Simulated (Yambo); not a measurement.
Yambo run on TlCl (CsCl type, space group Pm-3m, No. 221). The wavefunctions are PBE (stringent potentials; Quantum ESPRESSO, PseudoDojo norm-conserving, 90 Ry, scalar-relativistic) ones on a 4×4×4 mesh (14 occupied bands); a = 3.769 Å, b = 3.769 Å, c = 3.769 Å, α = 90.00°, β = 90.00°, γ = 90.00°.

Yambo input:

```
rim_cut
gw0
dyson
el_el_corr
HF_and_locXC
ppa
em1d
RandQpts= 1000000
RandGvec= 1 Ry
EXXRLvcs= 90.4 Ry
VXCRLvcs= 361.6 Ry
Chimod= "HARTREE"
% BndsRnXp
 5 | 247 |
%
NGsBlkXp= 9 Ry
% LongDrXp
 1.0 | 1.0 | 1.0 |
%
PPAPntXp= 27.2114 eV
% GbndRnge
 1 | 247 |
%
GTermKind= "BG"
DysSolver= "n"
ExtendOut
% QPkrange
 3 | 3 | 14 | 15 |
%
```

k points by index: 3 = X.

The o-*.qp file then holds:

```
#    K-point    Band    Eo [eV]    E [eV]    E-Eo [eV]    Vxc [eV]    Vnlxc [eV]    Sc|Eo [eV]    Sc|E [eV]    dSc/dw|Eo [eV]    Re(Z)    Im(Z)
#
    3    14    0.000000    -1.039492    -1.039492    -14.84710    -17.40517    1.262514    1.518584    -6.702771    0.802359    -0.001206
    3    15    1.947653    2.095216    0.147562    -9.525229    -6.092279    -3.256181    -3.285388    -5.382915    0.834850    -0.001082
```
(The two width columns are left out.) Convergence of these settings isn't established.

Spin-orbit coupling is not included.

Geometry relaxed with PBEsol.
